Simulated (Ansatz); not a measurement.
The start is a generated cell, MgAu built in the AFLOW prototype AB_hP8_186_ab_ab (B5, as in SiC). Cell shape, volume and atoms are optimised at zero target pressure with PBEsol (plane waves to 420 eV, PAW, scalar-relativistic; Ansatz, an electronic-structure program). First-step values are on the input's coarse k-mesh.

Ansatz input (later rounds restart from its end on a renewed k-mesh):
Ansatz 0.2 input:
```yaml
crystal:
  lattice:
    - [3.6715199, 0, 0]
    - [-1.8357599, 3.1796295, 0]
    - [0, 0, 12.0196148]
  atoms:
    - { symbol: Au, position: [0, 0, 0] }
    - { symbol: Au, position: [0, 0, 0.5] }
    - { symbol: Au, position: [0.66666667, 0.33333333, 0.75018] }
    - { symbol: Au, position: [0.33333333, 0.66666667, 0.25018] }
    - { symbol: Mg, position: [0, 0, 0.81216] }
    - { symbol: Mg, position: [0, 0, 0.31216] }
    - { symbol: Mg, position: [0.66666667, 0.33333333, 0.56329] }
    - { symbol: Mg, position: [0.33333333, 0.66666667, 0.06329] }
basis: { ecutwfc: 420, ecutrho_ratio: 4, xc_grid: 2, fft_grid_basis: typed }
kpoints: { mp_grid: { grid: [10, 10, 3] } }
hamiltonian:
  xc: pbesol
  dispersion: none
  pseudopotentials: { kind: paw }
scf: { occupations: { method: fermi_dirac, width: 0.05 } }
relax: { f_tol: 0.01, max_steps: 100, cell: { stress_tol: 0.02 } }
output: { forces: true, stress: true }
```

Problem. Which atoms feel the largest initial force, and how large is it?

Solution. 0.10 eV/Å, on Au1, Au2 (atoms numbered as listed).

Problem. By how much does the energy per atom fall from start to end?

Solution. 1.30 eV/atom.

Problem. How does the volume per atom move from start to end?

Solution. +22.1 %, from 17.54 to 21.42 Å³/atom.

Problem. How do the shortest distances between atoms change?

Solution. The closest pairs of elements (up to four, under 3.6 Å), start → end: Au–Mg 2.25 → 2.61 Å; Au–Au 3.67 → 2.89 Å; Mg–Mg 3.67 → 3.13 Å.

Problem. Is the relaxed structure metallic? Give its gap.

Solution. Zero (metallic).

Problem. Write out the relaxed structure.

Solution. 
```cif
data_Au4Mg4
_chemical_formula_sum 'Au4 Mg4'
_space_group_name_H-M_alt 'P63mc'
_space_group_IT_number 186
_space_group_name_Hall 'P 6c -2c'
_cell_length_a 4.34713
_cell_length_b 4.34713
_cell_length_c 10.47242
_cell_angle_alpha 90.000
_cell_angle_beta 90.000
_cell_angle_gamma 120.000
loop_
_atom_site_label
_atom_site_type_symbol
_atom_site_symmetry_multiplicity
_atom_site_Wyckoff_symbol
_atom_site_fract_x
_atom_site_fract_y
_atom_site_fract_z
_atom_site_occupancy
Au1 Au 2 a 0.00000 0.00000 0.01532 1
Au2 Au 2 b 0.33333 0.66667 0.15136 1
Mg1 Mg 2 a 0.00000 0.00000 0.26449 1
Mg2 Mg 2 b 0.33333 0.66667 0.44320 1
```

The space group stays P6₃mc (No. 186) (the run could not lower it), with 8 atoms in the primitive cell. Final values are on a 12×12×5 k-mesh of the relaxed cell. No spin polarisation in the result.

The run could not lose the symmetry of its start: the end is stationary, and may be a saddle point rather than a minimum.

The relaxed structure here is a generated cell of MgAu: the first start was made by placing the elements on the sites of a structure type, and the end was not matched to a known phase here, so it may be hypothetical.
